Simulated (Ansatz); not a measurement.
HfGe:
Space group P-6m2 (No. 187); a = 3.1139 Å, b = 3.1139 Å, c = 4.4058 Å, α = 90.00°, β = 90.00°, γ = 120.00°

```json
[
 {"atom": "Hf", "site": "1a", "symmetry": "-6m2", "x": "0.0000", "y": "0.0000", "z": "0.0000"},
 {"atom": "Ge", "site": "1f", "symmetry": "-6m2", "x": "0.6667", "y": "0.3333", "z": "0.5000"}
]
```

Relaxed with PBEsol.

### Question
Decompose the optical modes at the zone centre into irreducible representations, and say which are infrared and Raman allowed.

### Answer
Point group -6m2: Γ_opt = A2'' + E'. Infrared: A2'', E'. Raman: E'.

### Question
Assign frequencies (DFPT, PBEsol in the plane-wave PAW code Ansatz).

### Answer
E' 96, A2'' 247 cm⁻¹.

The cell is a constructed one: a structure type filled with these elements; neither database checked (COD, Materials Project) lists it. Its standing as an ambient phase is unchecked. Symmetry was held in the PBEsol relaxation; of distortions, only those at the zone centre were tested. No spin polarisation was allowed. As this level gives no gap, phonon frequencies hold no LO–TO term and depend on the k-mesh and smearing (Fermi–Dirac, 0.1 eV here). Spin–orbit coupling is left out wherever it is not named.

Potentials: the later of the program's two PAW sets.
